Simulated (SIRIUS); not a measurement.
A self-consistent single point of Nb (P-1, 7 atoms in the cell; from Materials Project mp-1104341) with SIRIUS.

Method: LDA (PW92), GBRV LDA ultrasoft pseudopotentials (plane waves; SIRIUS).

```xyz
7
Lattice="2.7811 0.0000 0.0000 0.1609 4.6692 0.0000 0.7594 1.8978 9.7409" Properties=species:S:1:pos:R:3 pbc="T T T"
Nb     2.2696     2.1010     5.5645
Nb     1.4318     4.4660     4.1764
Nb     3.2587     4.3913     6.9511
Nb     0.4427     2.1757     2.7898
Nb     1.2838     1.9882     8.3448
Nb     2.4176     4.5788     1.3962
Nb     1.4710     2.3346     0.0000
```

Reference input (self-consistent single point, DFT, LDA (PW92), plane waves, GBRV LDA ultrasoft pseudopotentials): parameters.ngridk = 5 3 2; parameters.xc_functionals = [XC_LDA_X, XC_LDA_C_PW]; parameters.gk_cutoff = 6.325 1/bohr; parameters.pw_cutoff = 14.143 1/bohr; parameters.smearing = cold; parameters.smearing_width = 0.00734986 Ha; potentials = GBRV LDA ultrasoft pseudopotentials; parameters.electronic_structure_method = pseudopotential; parameters.num_bands = 55; parameters.num_mag_dims = 0; parameters.num_dft_iter = 100; parameters.energy_tol = 1e-07 Ha. This run's input differs from it in these lines:

```diff
@@ -14,4 +14,4 @@
     "xc_functionals": ["XC_LDA_X", "XC_LDA_C_PW"],
-    "gk_cutoff": 6.325,
-    "pw_cutoff": 14.143,
+    "gk_cutoff": 4.899,
+    "pw_cutoff": 10.955,
     "ngridk": [5, 3, 2],
```

Output (repeated stretches shortened):

```
[find] density tolerance         : 1e-06
[find] total energy tolerance    : 1e-07
[find] iter_solver_tol (initial) : 0.01
[find] iter_solver_tol (target)  : 1e-13
[find] num_dft_iter              : 100
Charges and magnetic moments
--------------------------------------------------------------------------------
total charge          : 91.000000
[find] | SCF iteration   0 out of 100|
[diagonalize] iterative solver tolerance (occupied, empty): 0.01 0.01
[diagonalize] average number of iterations: 1.25
[find_efermi_generic] Newton iteration converged after 2 steps
[find] Charges and magnetic moments
[find] total charge          : 91.000000
[find] Energy
[find] smearing (-TS)                 :       0.00013221
[find] Total energy                   :    -413.22244075 (Ha),    -826.44488151 (Ry)
[find] Free energy (E-TS)             :    -413.22230854 (Ha),    -826.44461708 (Ry)
[find] band gap (eV)                  :       0.00000000
[find] Efermi                         :       0.67209226
[find] iteration : 0, RMS (target) : 5.4409e-01 (1.0000e-06) , energy difference (target) : -4.1322e+02 (1.0000e-07)
[find] bands are converged : true
[find] iterative solver converged : false
[find] | SCF iteration   1 out of 100|
[diagonalize] iterative solver tolerance (occupied, empty): 0.000325307 0.000325307
   [... lines left out ...]
[find] Charges and magnetic moments
[find] Free energy (E-TS)             :    -413.24189034 (Ha),    -826.48378067 (Ry)
[find] band gap (eV)                  :       0.00000000
[find] Efermi                         :       0.64479184
[find] Charges and magnetic moments
[find] Free energy (E-TS)             :    -412.89772833 (Ha),    -825.79545665 (Ry)
[find] band gap (eV)                  :       0.00000000
[find] Efermi                         :       0.66089819
[find] Charges and magnetic moments
[find] Free energy (E-TS)             :    -413.29673632 (Ha),    -826.59347264 (Ry)
   [... lines left out ...]
[ground_state] atom:    2, force:      -0.0009647     -0.0008412     -0.0000406
[ground_state] atom:    3, force:       0.0009647      0.0008412      0.0000406
[ground_state] atom:    4, force:      -0.0007663     -0.0006493     -0.0001077
[ground_state] atom:    5, force:       0.0007663      0.0006493      0.0001077
[ground_state] atom:    6, force:       0.0000000      0.0000000      0.0000000
```

The run converged in 17 iterations. SIRIUS prints the stress tensor with tension positive. Against the reference run the free energy rises by 137 meV/atom, the pressure goes from -8.69 to -12.04 GPa and the largest force stays at 0.066 eV/Å.

This run is one point of a test of settings, so its values need not be converged; read them against the reference run alone. The structure comes from a collection of computed structures, made at another level of theory; the collection holds predicted forms beside known ones. No clean gap shows at this smearing width and mesh (spacing up to 0.46 Å⁻¹); the mesh is coarse for partly filled bands, so the values carry mesh errors.

Cost on one core: about 26 core-seconds (a rough figure).

At a cut-down plane-wave cutoff the stress holds a Pulay term: a spurious tension from the incomplete basis, which lowers the pressure; energies, forces and gaps of such rows are unconverged too.
